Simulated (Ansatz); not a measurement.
The elements of this relaxed trial crystal are hidden behind letters.

```
lattice vectors (Å)
   4.1749    0.0000    0.0000
   0.3811    4.1949    0.0000
   0.8039    1.3411    5.1638
fractional positions
X 0.8834 0.1858 0.6284
X 0.9999 0.7183 0.4890
X 0.8553 0.5695 0.8762
X 0.7366 0.5025 0.2861
Z 0.2863 0.6669 0.0835
Z 0.4845 0.0033 0.4061
Q 0.1382 0.8536 0.7308
```

The calculation used Ansatz, DFT PBE, scalar-relativistic, plane waves, PAW. The final run on the 7-atom cell used 420 eV, a Γ-centred 10×10×8 mesh, 0.10 eV smearing and no spin polarisation.

| Property | Result |
| --- | --- |
| Space group | P1 (No. 1) |
| Conventional cell | a = 4.175 Å, b = 4.212 Å, c = 5.395 Å, α = 74.9°, β = 81.4°, γ = 84.8° |
| Volume per atom | 12.92 Å³ |
| Density | 3.44 g/cm³ |
| Formation energy | +0.45 eV/atom |
| Gap on the 10×10×8 mesh of the 7-atom cell | 0 eV (a metal) |

Energies are uncorrected and count from the elements' standard states at the same level.

**Question.** X is an s-block element of period 2, Z is a p-block element of period 4 and Q is a p-block element of period 2. Which elements are they?

**Answer.** X = Be, Z = Ga, Q = C, so the formula is Be4Ga2C. Density times volume gives a mean mass of 3.44 × 12.92/1.6605 = 26.8 u per atom, and this set has 26.8 u. Be on its first site is surrounded by 1 C at 1.70 Å and 1 Be at 2.11 Å; Ga on its first site has 1 C at 2.03 Å and 5 Be at 2.28–2.52 Å; C has 3 Be at 1.70–1.74 Å and 2 Ga at 2.03–2.09 Å; 4 more sites not described. Other sets within the hints have nearly the same mass, so mass alone doesn't settle it; this one was computed.

This cell was reached by moving the atoms of another relaxed cell at random and relaxing again, last within the group found; it had no such test of its own.
